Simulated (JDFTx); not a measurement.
An input for a modified build of JDFTx (Ir(110), CANDLE, water, 1 M NaF; bohr, hartree) and the course of its log:

```
lattice \
  7.2828722035 0.0000000000 0.0000000000 \
  0.0000000000 5.1497683269 0.0000000000 \
  0.0000000000 0.0000000000 40.6291116795
coords-type Lattice
ion Ir 0.0000000000 0.0000000000 -0.1267506990 0
ion Ir 0.5000000000 0.5000000000 -0.0633753500 0
ion Ir 0.0000000000 0.0000000000 0.0000000000 0
ion Ir 0.5000000000 0.5000000000 0.0633753500 0
ion Ir 0.0000000000 0.0000000000 0.1267506990 0
ion-species pseudo/ir_pbe_v1.2.upf
elec-cutoff 20 100
elec-ex-corr gga-PBE
coulomb-interaction Slab 001
coulomb-truncation-embed 0 0 0
kpoint-folding 6 8 1
elec-smearing Fermi 0.01
elec-n-bands 54
target-mu -0.192566
electronic-scf nIterations 100 energyDiffThreshold 1e-07
fluid LinearPCM
pcm-variant CANDLE
fluid-solvent H2O
fluid-cation Na+ 1
fluid-anion F- 1
fluid-minimize nIterations 400 knormThreshold 1e-11
wavefunction read f0.wfns
elec-initial-eigenvals f0.eigenvals
elec-initial-fillings read f0.fillings
fluid-initial-state f0.fluidState
dump-name f0_u0.$VAR
dump End State Ecomponents EigStats BandEigs Forces ElecDensity IonicPositions Fillings Kpoints Dtot FluidDebug BoundCharge FluidDensity
```

```
[one cycle in 5 is shown, and the last three; fluid-solver lines are left out]
	FillingsUpdate:  mu: -0.192566000  nElectrons: 71.372544
SCF: Cycle:  0   G: -363.528167162631576   dG: +4.254e+00   |Residual|: 2.797e-01   |deigs|: 9.733e-07
	FillingsUpdate:  mu: -0.192566000  nElectrons: 74.904968
SCF: Cycle:  5   G: -367.782499410810146   dG: -3.966e-02   |Residual|: 4.560e-03   |deigs|: 1.906e-03
	FillingsUpdate:  mu: -0.192566000  nElectrons: 74.792682
SCF: Cycle: 10   G: -367.777992562319014   dG: +5.800e-04   |Residual|: 1.016e-02   |deigs|: 3.534e-04
	FillingsUpdate:  mu: -0.192566000  nElectrons: 74.882406
SCF: Cycle: 15   G: -367.782560797568578   dG: -3.836e-03   |Residual|: 1.637e-03   |deigs|: 6.786e-04
	FillingsUpdate:  mu: -0.192566000  nElectrons: 74.902388
SCF: Cycle: 20   G: -367.782737458831264   dG: -5.567e-07   |Residual|: 1.106e-04   |deigs|: 3.910e-04
	FillingsUpdate:  mu: -0.192566000  nElectrons: 74.903432
SCF: Cycle: 25   G: -367.782737704118006   dG: -2.262e-07   |Residual|: 3.257e-05   |deigs|: 5.916e-05
	FillingsUpdate:  mu: -0.192566000  nElectrons: 74.903548
SCF: Cycle: 30   G: -367.782737595977835   dG: +5.199e-08   |Residual|: 6.340e-05   |deigs|: 1.055e-05
	FillingsUpdate:  mu: -0.192566000  nElectrons: 74.904211
SCF: Cycle: 35   G: -367.782737443972110   dG: +2.104e-07   |Residual|: 1.087e-04   |deigs|: 1.969e-05
	FillingsUpdate:  mu: -0.192566000  nElectrons: 74.903762
SCF: Cycle: 40   G: -367.782737633131376   dG: -1.031e-07   |Residual|: 9.062e-05   |deigs|: 1.810e-05
	FillingsUpdate:  mu: -0.192566000  nElectrons: 74.903979
SCF: Cycle: 45   G: -367.782737560764872   dG: -3.606e-08   |Residual|: 9.863e-05   |deigs|: 2.532e-05
	FillingsUpdate:  mu: -0.192566000  nElectrons: 74.904280
SCF: Cycle: 50   G: -367.782737347487512   dG: +3.771e-07   |Residual|: 9.159e-05   |deigs|: 2.392e-05
	FillingsUpdate:  mu: -0.192566000  nElectrons: 74.909126
SCF: Cycle: 55   G: -367.782725260374889   dG: +1.245e-05   |Residual|: 4.754e-04   |deigs|: 3.192e-05
	FillingsUpdate:  mu: -0.192566000  nElectrons: 74.904015
SCF: Cycle: 60   G: -367.782737498594145   dG: +2.026e-07   |Residual|: 6.740e-05   |deigs|: 7.775e-06
	FillingsUpdate:  mu: -0.192566000  nElectrons: 74.902931
SCF: Cycle: 65   G: -367.782737708133027   dG: -9.429e-08   |Residual|: 4.534e-05   |deigs|: 5.255e-06
	FillingsUpdate:  mu: -0.192566000  nElectrons: 74.903474
SCF: Cycle: 70   G: -367.782737702828456   dG: -1.017e-06   |Residual|: 2.374e-05   |deigs|: 7.718e-06
	FillingsUpdate:  mu: -0.192566000  nElectrons: 74.902929
SCF: Cycle: 75   G: -367.782737710310130   dG: -2.047e-07   |Residual|: 3.715e-05   |deigs|: 5.269e-06
	FillingsUpdate:  mu: -0.192566000  nElectrons: 74.903667
SCF: Cycle: 80   G: -367.782737664700107   dG: -2.046e-06   |Residual|: 4.984e-05   |deigs|: 1.428e-05
	FillingsUpdate:  mu: -0.192566000  nElectrons: 74.902882
SCF: Cycle: 85   G: -367.782737703022519   dG: -2.822e-08   |Residual|: 2.928e-05   |deigs|: 3.612e-06
	FillingsUpdate:  mu: -0.192566000  nElectrons: 74.902846
SCF: Cycle: 90   G: -367.782737678966271   dG: +1.099e-08   |Residual|: 3.254e-05   |deigs|: 4.692e-06
	FillingsUpdate:  mu: -0.192566000  nElectrons: 74.903947
SCF: Cycle: 95   G: -367.782737387906138   dG: +1.299e-07   |Residual|: 8.349e-05   |deigs|: 5.329e-06
	FillingsUpdate:  mu: -0.192566000  nElectrons: 74.903518
SCF: Cycle: 97   G: -367.782737680004402   dG: +4.042e-08   |Residual|: 2.868e-05   |deigs|: 2.921e-06
	FillingsUpdate:  mu: -0.192566000  nElectrons: 74.903089
SCF: Cycle: 98   G: -367.782737726088897   dG: -4.608e-08   |Residual|: 1.674e-05   |deigs|: 3.218e-06
	FillingsUpdate:  mu: -0.192566000  nElectrons: 74.904734
SCF: Cycle: 99   G: -367.782736915907265   dG: +8.102e-07   |Residual|: 1.253e-04   |deigs|: 8.258e-06
SCF: None of the convergence criteria satisfied after 100 iterations.
IonicMinimize: Iter:   0  G: -367.782736915907265  |grad|_K:  0.000e+00
IonicMinimize: Converged (|grad|_K<1.000000e-04).
```

This run gave no converged result. The loop ran out of cycles short of its threshold. It has stalled and not diverged: the last ten energies span 8e-07 Ha, so the total is near its end, but levels, forces and the electron count aren't shown converged.
